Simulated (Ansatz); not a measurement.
Relaxation path: Y (beta tin type)

DFT, PBEsol, PAW with Ansatz's default frozen-core files, scalar-relativistic (Ansatz 0.2.0); a Γ-centred 15×15×15 k mesh, Fermi–Dirac smearing of 0.05 eV, no spin polarisation. The run relaxes cell and atoms at a target pressure of 29 GPa.

Command: `ansatz run input.yaml --threads 1 --pin off --max-ram 3584MiB --backend cpu --events-out ev --progress --plain --runs-dir out` It took 64 s on 1 thread of Arm Neoverse V2, with other jobs on the host, peak memory 0.45 GiB.

PAW: frozen-core files, cutoff 420 eV; forces are relaxed below 0.005 eV/Å.

Each step lists its enthalpy F + pV a cell above the last geometry, the pressure, the cell vectors (Å), and Cartesian positions (Å) with forces (eV/Å).

The first step:

```
step 1  dH = 66.59 meV  P = 25.2 GPa
  cell -2.6845 2.6845 1.4765  2.6845 -2.6845 1.4765  2.6845 2.6845 -1.4765
  Y 0.0000 -1.3423 -0.3691   0.0000 0.0000 0.0000
  Y 0.0000 1.3423 0.3691   0.0000 0.0000 0.0000
```

The PAW files were made under PBE.

The symmetry of the start is kept and no stability test is made, so the end need not be the stable phase.

Where does the relaxation end, and by which steps?

After 5 geometries, with conventional a, b, c = 5.179, 5.179, 3.048 Å, at 20.438 Å³/atom (-3.96 % against the start) in space group I4_1/amd, with a shortest distance of 2.699 Å. The further steps:
```
step 2  dH = 27.43 meV  P = 34.5 GPa
  cell -2.5537 2.5537 1.5034  2.5537 -2.5537 1.5034  2.5537 2.5537 -1.5034
  Y 0.0000 -1.2768 -0.3758   0.0000 0.0000 0.0000
  Y 0.0000 1.2768 0.3758   0.0000 0.0000 0.0000
step 3  dH = 10.79 meV  P = 27.0 GPa
  cell -2.5816 2.5816 1.5556  2.5816 -2.5816 1.5556  2.5816 2.5816 -1.5556
  Y 0.0000 -1.2908 -0.3889   0.0000 0.0000 0.0000
  Y 0.0000 1.2908 0.3889   0.0000 0.0000 0.0000
step 4  dH = 0.27 meV  P = 28.7 GPa
  cell -2.5953 2.5953 1.5215  2.5953 -2.5953 1.5215  2.5953 2.5953 -1.5215
  Y 0.0000 -1.2976 -0.3804   0.0000 0.0000 0.0000
  Y 0.0000 1.2976 0.3804   0.0000 0.0000 0.0000
step 5  dH = 0.00 meV  P = 29.0 GPa
  cell -2.5896 2.5896 1.5239  2.5896 -2.5896 1.5239  2.5896 2.5896 -1.5239
  Y 0.0000 -1.2948 -0.3810   0.0000 0.0000 0.0000
  Y 0.0000 1.2948 0.3810   0.0000 0.0000 0.0000
step 6  dH = 0.07 meV  P = 29.0 GPa  (same geometry on a basis chosen anew; earlier energies don't compare to the last digit)
  cell -2.5896 2.5896 1.5239  2.5896 -2.5896 1.5239  2.5896 2.5896 -1.5239
  Y 0.0000 -1.2948 -0.3810   0.0000 0.0000 0.0000
  Y 0.0000 1.2948 0.3810   0.0000 0.0000 0.0000
```
